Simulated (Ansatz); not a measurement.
The start is a relaxed Ta cell, doubled along one cell vector, shaken by Gaussian noise of σ = 0.08 Å a coordinate. The structure is fully relaxed (lattice and positions, P = 0) with PBEsol (plane waves to 420 eV, PAW, scalar-relativistic; Ansatz, an electronic-structure program). The first steps use a coarse 14×14×7 k-mesh.

The start:
```
CELL_PARAMETERS angstrom
     -1.64095     1.64095     1.64095
      1.64095    -1.64095     1.64095
      3.28190     3.28190    -3.28190
ATOMIC_POSITIONS crystal
  Ta 0.95465 0.99800 0.99351
  Ta 0.02278 0.06440 0.51275
```

Question: By how much does the energy per atom fall from start to end?

Answer: 0.06 eV/atom.

Question: Is the parent structure recovered?

Answer: The parent structure is recovered, Im-3m (No. 229).

Question: How do the shortest distances between atoms change?

Answer: The closest pairs of elements (up to four, under 3.6 Å), start → end: Ta–Ta 2.68 → 2.84 Å.

Question: What band gap does the relaxed structure have at this level?

Answer: Zero (metallic).

It ends as:

Space group Im-3m (No. 229); a = 3.2819 Å, b = 3.2819 Å, c = 3.2819 Å, α = 90.00°, β = 90.00°, γ = 90.00°

```
atom  site  symmetry       x       y       z
----  ----  --------  ------  ------  ------
Ta      2a      m-3m  0.0000  0.0000  0.0000
```
(The calculation used a cell of 1 atom; values per cell refer to that cell.)

Final values are on a 20×20×20 k-mesh of the relaxed cell. No spin polarisation in the result.

The run could not lose the symmetry of its start.
